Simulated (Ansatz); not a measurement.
# CoPd (R-3m): majority and minority states

The source of the geometry is a structure from the Materials Project; atoms and cell stay fixed.

Settings: PBEsol, 14×14×14 k mesh, Fermi–Dirac smearing of 0.1 eV. LAPW is all-electron LAPW in Ansatz 0.2.0. Site moments are integrated in spheres about the atoms. DFT+U (Dudarev's form): U = 3.0 eV on Co d.

The run was typed so:

```yaml
crystal:
  lattice:
    - [1.3459330638, 0.7770748167, 4.2939193827]
    - [-1.3459330638, 0.7770748167, 4.2939193827]
    - [0.0, -1.5541496334, 4.2939193827]
  atoms:
    - { symbol: Co, position: [0.0, 0.0, 0.0], spin: 2.0 }
    - { symbol: Pd, position: [0.5, 0.5, 0.5] }
magnetization:
  spin_polarized: true
kpoints:
  mp_grid: { grid: [14, 14, 14] }
scf:
  occupations: { method: fermi_dirac, width: 0.1 }
hamiltonian:
  xc: pbesol
  pseudopotentials: { kind: all_electron, lapw: { basis_error: 0.001 } }
  hubbard: { sites: [{ species: Co, l: d, u_eff: 3 }] }
output:
  forces: true
  stress: true
  eigenvalues: true
  hubbard: { sites: [{ species: Co, l: d }, { species: Pd, l: d }] }
  populations: true
  dos: { projected: true, de: 0.1, e_range: [-10, 8] }
```

Command: `ansatz run input.yaml --threads 1 --pin off --max-ram 3072MiB --backend cpu --events-out ev --progress --plain --runs-dir out`

Density of states, smoothed by a Gaussian of 0.15 eV:

```json
{"E − E_F (eV)": "-7.00", "majority (states/eV/cell)": "0.10", "minority (states/eV/cell)": "0.08"}
{"E − E_F (eV)": "-6.60", "majority (states/eV/cell)": "0.14", "minority (states/eV/cell)": "0.11"}
{"E − E_F (eV)": "-6.20", "majority (states/eV/cell)": "0.29", "minority (states/eV/cell)": "0.15"}
{"E − E_F (eV)": "-5.80", "majority (states/eV/cell)": "1.12", "minority (states/eV/cell)": "0.24"}
{"E − E_F (eV)": "-5.40", "majority (states/eV/cell)": "1.78", "minority (states/eV/cell)": "0.77"}
{"E − E_F (eV)": "-5.00", "majority (states/eV/cell)": "1.80", "minority (states/eV/cell)": "1.17"}
{"E − E_F (eV)": "-4.60", "majority (states/eV/cell)": "1.95", "minority (states/eV/cell)": "1.39"}
{"E − E_F (eV)": "-4.20", "majority (states/eV/cell)": "1.82", "minority (states/eV/cell)": "1.37"}
{"E − E_F (eV)": "-3.80", "majority (states/eV/cell)": "2.63", "minority (states/eV/cell)": "1.44"}
{"E − E_F (eV)": "-3.40", "majority (states/eV/cell)": "2.59", "minority (states/eV/cell)": "1.44"}
{"E − E_F (eV)": "-3.00", "majority (states/eV/cell)": "2.47", "minority (states/eV/cell)": "1.25"}
{"E − E_F (eV)": "-2.60", "majority (states/eV/cell)": "1.73", "minority (states/eV/cell)": "1.84"}
{"E − E_F (eV)": "-2.20", "majority (states/eV/cell)": "2.00", "minority (states/eV/cell)": "2.35"}
{"E − E_F (eV)": "-1.80", "majority (states/eV/cell)": "1.54", "minority (states/eV/cell)": "1.49"}
{"E − E_F (eV)": "-1.40", "majority (states/eV/cell)": "1.74", "minority (states/eV/cell)": "1.24"}
{"E − E_F (eV)": "-1.00", "majority (states/eV/cell)": "1.66", "minority (states/eV/cell)": "1.31"}
{"E − E_F (eV)": "-0.60", "majority (states/eV/cell)": "0.64", "minority (states/eV/cell)": "1.74"}
{"E − E_F (eV)": "-0.20", "majority (states/eV/cell)": "0.36", "minority (states/eV/cell)": "1.67"}
{"E − E_F (eV)": "0.20", "majority (states/eV/cell)": "0.29", "minority (states/eV/cell)": "0.91"}
{"E − E_F (eV)": "0.60", "majority (states/eV/cell)": "0.28", "minority (states/eV/cell)": "0.53"}
{"E − E_F (eV)": "1.00", "majority (states/eV/cell)": "0.29", "minority (states/eV/cell)": "0.79"}
{"E − E_F (eV)": "1.40", "majority (states/eV/cell)": "0.28", "minority (states/eV/cell)": "0.95"}
{"E − E_F (eV)": "1.80", "majority (states/eV/cell)": "0.27", "minority (states/eV/cell)": "0.52"}
{"E − E_F (eV)": "2.20", "majority (states/eV/cell)": "0.25", "minority (states/eV/cell)": "1.31"}
{"E − E_F (eV)": "2.60", "majority (states/eV/cell)": "0.25", "minority (states/eV/cell)": "1.37"}
{"E − E_F (eV)": "3.00", "majority (states/eV/cell)": "0.24", "minority (states/eV/cell)": "0.47"}
{"E − E_F (eV)": "3.40", "majority (states/eV/cell)": "0.25", "minority (states/eV/cell)": "0.35"}
{"E − E_F (eV)": "3.80", "majority (states/eV/cell)": "0.23", "minority (states/eV/cell)": "0.30"}
{"E − E_F (eV)": "4.20", "majority (states/eV/cell)": "0.19", "minority (states/eV/cell)": "0.28"}
```

Question: What spin moment does the cell carry?

Answer: 2.17 μB. Site moments (μB): Co1 2.00, Pd2 0.18.

Question: How large is the spin polarisation of the states at the Fermi level?

Answer: (N↑ − N↓)/(N↑ + N↓) = -64 %, from 0.31 and 1.41 states/eV; these are averaged over the run's smearing, not the smoothing of the table, and they move with the mesh.

Löwdin populations of d and f shells (filled inner shells left out):

```csv
shell,up,down
Co1 3d,4.89,2.86
Pd2 4d,4.79,4.60
```

The magnetic state is the one that this cell and start allow. It needn't be the compound's measured order, which may need a larger cell or be absent.
